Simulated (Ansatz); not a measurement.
## Profile along the O–Mg line in MgO (rock salt)

MgO (rock salt)

Space group Fm-3m (No. 225); a = 4.254 Å, b = 4.254 Å, c = 4.254 Å, α = 90.00°, β = 90.00°, γ = 90.00°

```csv
atom,site,symmetry,x,y,z
O,4a,m-3m,0.0000,0.0000,0.0000
Mg,4b,m-3m,0.5000,0.5000,0.5000
```
(The calculation used a cell of 2 atoms; values per cell refer to that cell.)

Fields along a shortest O–Mg line of a {100} plane (2.13 Å), from O to Mg, interpolated on the slice's grid (step about 0.1 Å). Computed with PBE (plane waves to 420 eV, PAW, scalar-relativistic; Ansatz, a quantum-chemistry and plane-wave program). k mesh 13×13×13. These are valence fields of a PAW run, semicore shells included where kept as valence: close to a nucleus they are smooth pseudo fields. MgO was relaxed with its symmetry unable to fall. The PAW data are Ansatz's earlier set.

```json
[
 {"distance from O (Å)": "0.00", "valence electron density (e/Å³)": "8.70", "electron localisation function": "x", "density of the highest valence band (e/Å³)": "0.001", "density of the lowest conduction band (e/Å³)": "0.671"},
 {"distance from O (Å)": "0.11", "valence electron density (e/Å³)": "8.31", "electron localisation function": "x", "density of the highest valence band (e/Å³)": "0.106", "density of the lowest conduction band (e/Å³)": "0.655"},
 {"distance from O (Å)": "0.21", "valence electron density (e/Å³)": "7.23", "electron localisation function": "x", "density of the highest valence band (e/Å³)": "0.337", "density of the lowest conduction band (e/Å³)": "0.598"},
 {"distance from O (Å)": "0.32", "valence electron density (e/Å³)": "5.68", "electron localisation function": "x", "density of the highest valence band (e/Å³)": "0.538", "density of the lowest conduction band (e/Å³)": "0.493"},
 {"distance from O (Å)": "0.43", "valence electron density (e/Å³)": "4.03", "electron localisation function": "0.75", "density of the highest valence band (e/Å³)": "0.597", "density of the lowest conduction band (e/Å³)": "0.353"},
 {"distance from O (Å)": "0.53", "valence electron density (e/Å³)": "2.62", "electron localisation function": "0.81", "density of the highest valence band (e/Å³)": "0.529", "density of the lowest conduction band (e/Å³)": "0.214"},
 {"distance from O (Å)": "0.64", "valence electron density (e/Å³)": "1.64", "electron localisation function": "0.83", "density of the highest valence band (e/Å³)": "0.398", "density of the lowest conduction band (e/Å³)": "0.107"},
 {"distance from O (Å)": "0.75", "valence electron density (e/Å³)": "1.03", "electron localisation function": "0.82", "density of the highest valence band (e/Å³)": "0.273", "density of the lowest conduction band (e/Å³)": "0.045"},
 {"distance from O (Å)": "0.85", "valence electron density (e/Å³)": "0.67", "electron localisation function": "0.77", "density of the highest valence band (e/Å³)": "0.180", "density of the lowest conduction band (e/Å³)": "0.021"},
 {"distance from O (Å)": "0.96", "valence electron density (e/Å³)": "0.45", "electron localisation function": "0.63", "density of the highest valence band (e/Å³)": "0.120", "density of the lowest conduction band (e/Å³)": "0.020"},
 {"distance from O (Å)": "1.06", "valence electron density (e/Å³)": "0.32", "electron localisation function": "0.35", "density of the highest valence band (e/Å³)": "0.081", "density of the lowest conduction band (e/Å³)": "0.029"},
 {"distance from O (Å)": "1.17", "valence electron density (e/Å³)": "0.26", "electron localisation function": "0.11", "density of the highest valence band (e/Å³)": "0.056", "density of the lowest conduction band (e/Å³)": "0.038"},
 {"distance from O (Å)": "1.28", "valence electron density (e/Å³)": "0.25", "electron localisation function": "0.06", "density of the highest valence band (e/Å³)": "0.038", "density of the lowest conduction band (e/Å³)": "0.043"},
 {"distance from O (Å)": "1.38", "valence electron density (e/Å³)": "0.36", "electron localisation function": "0.10", "density of the highest valence band (e/Å³)": "0.026", "density of the lowest conduction band (e/Å³)": "0.042"},
 {"distance from O (Å)": "1.49", "valence electron density (e/Å³)": "1.08", "electron localisation function": "0.23", "density of the highest valence band (e/Å³)": "0.018", "density of the lowest conduction band (e/Å³)": "0.036"},
 {"distance from O (Å)": "1.60", "valence electron density (e/Å³)": "3.45", "electron localisation function": "0.35", "density of the highest valence band (e/Å³)": "0.011", "density of the lowest conduction band (e/Å³)": "0.026"},
 {"distance from O (Å)": "1.70", "valence electron density (e/Å³)": "8.16", "electron localisation function": "0.33", "density of the highest valence band (e/Å³)": "0.007", "density of the lowest conduction band (e/Å³)": "0.017"},
 {"distance from O (Å)": "1.81", "valence electron density (e/Å³)": "14.99", "electron localisation function": "x", "density of the highest valence band (e/Å³)": "0.003", "density of the lowest conduction band (e/Å³)": "0.009"},
 {"distance from O (Å)": "1.92", "valence electron density (e/Å³)": "22.38", "electron localisation function": "x", "density of the highest valence band (e/Å³)": "0.001", "density of the lowest conduction band (e/Å³)": "0.005"},
 {"distance from O (Å)": "2.02", "valence electron density (e/Å³)": "28.15", "electron localisation function": "x", "density of the highest valence band (e/Å³)": "0.000", "density of the lowest conduction band (e/Å³)": "0.002"},
 {"distance from O (Å)": "2.13", "valence electron density (e/Å³)": "30.33", "electron localisation function": "x", "density of the highest valence band (e/Å³)": "0.000", "density of the lowest conduction band (e/Å³)": "0.001"}
]
```

x: too close to a nucleus for the ELF to mean much. Band densities are of whole bands, smooth part only.

Density on the O–Mg line (2.13 Å) at its density minimum, 1.3 Å from O: 0.25 e/Å³. ELF at that point: 0.1. Character of the O–Mg contact (rough rule: ELF there above 0.7 covalent, below 0.2 ionic, polar between): closed-shell (ionic).
